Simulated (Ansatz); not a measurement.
Relaxed Nb (bcc, W type):

```
Nb
1.0
   -3.30961     3.30961     3.30961
    1.65480    -1.65480     1.65480
    1.65480     1.65480    -1.65480
Nb
2
Cartesian
  0.00000   0.00000   0.00000
 -1.65480   1.65480   1.65480
```

All values below come from PBE (plane waves to 420 eV, PAW, scalar-relativistic; Ansatz, a program for electronic structure). k mesh 8×16×16 (Γ-centred), Fermi-Dirac smearing 0.05 eV. With partly filled bands, energies and forces of such displacements shift with the k mesh and the smearing. On this mesh the relaxed cell isn't quite at rest: it carries a pressure of -0.1 GPa (compression positive) at the zero of the scan. Nb is run without spin polarisation. Nb was relaxed with its symmetry unable to fall.

One atom of the cell was then moved (with its periodic images), all else fixed, and the forces (eV/Å) came out as:

| atom | Fx | Fy | Fz |
|---|---|---|---|
| Nb1 | -0.989 | -1.106 | -0.488 |
| Nb2 | 0.989 | 1.106 | 0.488 |

With two atoms only their relative shift counts; take Nb1 as fixed.

Question: Which atom was moved, and by which vector (Å)?

Answer: Nb2, by (-0.24, -0.24, 0.00), 0.34 Å in all.

(For displaced atoms, the force is minus the slope of the energy, and its curvature is a force constant, which sets phonon frequencies.)
